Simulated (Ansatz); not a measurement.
Cu Kα1 powder pattern (kinematic, no thermal factors).
```csv
2θ (°),relative intensity
12.30,100
24.58,44
24.75,11
27.57,29
35.03,28
35.16,7
37.26,26
37.51,9
43.37,10
45.36,12
50.38,9
50.77,4
52.07,10
52.26,13
56.83,8
56.92,5
57.19,7
58.39,8
62.92,3
63.18,8
64.48,7
70.10,6
70.42,2
74.02,3
74.33,5
75.38,3
75.85,2
79.36,1
79.43,2
79.66,5
80.69,2
84.60,4
85.28,1
85.92,5
86.07,3
86.37,2
89.87,3
```

The pattern is computed from a structure relaxed with Ansatz 0.2.0, DFT PBE, scalar-relativistic, plane waves, PAW. No spin polarisation. Its elements are F, Te.

Question: Give the structure.

Answer: TeF3.
Space group P4/mmm (No. 123). a = 3.619 Å, b = 3.619 Å, c = 7.187 Å, α = 90.00°, β = 90.00°, γ = 90.00°
```json
{"atom": "Te", "site": "1a", "symmetry": "4/mmm", "x": "0.0000", "y": "0.0000", "z": "0.0000"}
{"atom": "F", "site": "2g", "symmetry": "4mm", "x": "0.0000", "y": "0.0000", "z": "0.2740"}
{"atom": "F", "site": "1c", "symmetry": "4/mmm", "x": "0.5000", "y": "0.5000", "z": "0.0000"}
```

A pattern alone doesn't exclude other cells with like lines; this is the one computed.

It was reached by relaxing an invented guess, and it needn't be the stable form of this composition. No dispersion correction is applied, so the spacing between layers, chains or molecules is poorly fixed.
